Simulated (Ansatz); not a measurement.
Screening note. Bulk modulus and its pressure derivative give the pressure that a small compression needs; a soft, simple solid makes a sensitive pressure gauge, a stiff one a good anvil or seat.

MgO serves as the reference. Hydrostatic compression by 3 % of the volume (V₀/V = 1.0309), no change of phase.

Where the numbers come from (Ansatz, a plane-wave PAW program): B₀, B₀′: r²SCAN, Birch–Murnaghan fit of energy against volume; volume per atom: r²SCAN, relaxed cell.

Runs started from generated or typed cells of the structure named: MgO. Whether these are the forms stable at ambient conditions was not checked: ScHg (CsCl type); ScPd3 (Cu3Au type); HfIr3 (Cu3Au type); MgCu4Sn (F-43m, cF24); Pt3In (Cu3Au type); Au3Cu (Cu3Au type); ScIn3 (Cu3Au type). Spin–orbit coupling is left out unless named.

Model: linear estimate = B₀ × compression; P = (B₀/B₀′)[(V₀/V)^B₀′ − 1]; modulus under load = B₀ + B₀′P; relative pressure = P/P_ref.

| crystal | B₀ (GPa) | B₀′ | V (Å³/atom) | linear estimate (GPa) | Murnaghan pressure (GPa) | modulus there (GPa) | pressure (relative) |
|---|---|---|---|---|---|---|---|
| ScHg (CsCl type) | 86.5 | 4.6 | 21.40 | 2.6 | 2.826 | 99.5 | 0.52 |
| ScPd3 (Cu3Au type) | 159 | 4.9 | 15.69 | 4.8 | 5.218 | 185 | 0.53 |
| HfIr3 (Cu3Au type) | 299 | 4.7 | 15.31 | 9.0 | 9.782 | 345 | 1.81 |
| MgCu4Sn (F-43m, cF24) | 116 | 4.9 | 14.23 | 3.5 | 3.807 | 135 | 0.70 |
| Pt3In (Cu3Au type) | 218 | 5.4 | 16.17 | 6.5 | 7.210 | 257 | 1.33 |
| Au3Cu (Cu3Au type) | 154 | 5.5 | 16.13 | 4.6 | 5.102 | 182 | 0.94 |
| MgO (rock salt), reference | 167 | 4.1 | 9.29 | 5.0 | 5.413 | 189 | 1.00 |
| ScIn3 (Cu3Au type) | 64.3 | 4.3 | 22.70 | 1.9 | 2.091 | 73.3 | 0.39 |

Problem. One entry in the column «pressure (relative)» was worked out wrongly. Which, and what should it be?

Solution. The row of ScPd3 (Cu3Au type) shows 0.53. From its own inputs, relative pressure: 5.218/5.413 = 0.96. The other rows agree with the rules.

With the correction: By relative pressure (highest first): HfIr3 (Cu3Au type) (1.81 ± 0.091), Pt3In (Cu3Au type) (1.33 ± 0.067), MgO (1.00 ± 0.050) ≈ ScPd3 (Cu3Au type) (0.96 ± 0.049) ≈ Au3Cu (Cu3Au type) (0.94 ± 0.047), MgCu4Sn (F-43m, cF24) (0.70 ± 0.035), ScHg (CsCl type) (0.52 ± 0.026), ScIn3 (Cu3Au type) (0.39 ± 0.019). The ± follows from allowances picked for this note (B₀ 5 %, B₀′ 0.4), carried to first order and added in quadrature, each row's own inputs moving alone; ≈ joins neighbours closer than their two ± added in quadrature.

B₀′ is the least certain number of such a fit, often by half a unit. Where several phases of a formula are at hand, those over 0.1 eV/atom above the lowest were not drawn (by r²SCAN where it compared them, else by the largest value; a layered or molecular lowest phase counts only with a dispersion term); other phases could lie lower still. The rows are a sample and no shortlist: familiar crystals first, some related and some not, whatever their agreement with measurement; tables with many equal figures were not kept. Limits of the draw: no layered crystals, B₀′ of 2 to 8; no unfamiliar magnets, and cubic perovskites only if shown or known to be stable. As a rule kept out of such tables: 4f compounds, open-shell compounds run without a Hubbard term, cells found unstable in the tests at hand, cells close to a higher symmetry, and runs set to a pressure or over 12 % in volume from the crystal's fullest run.
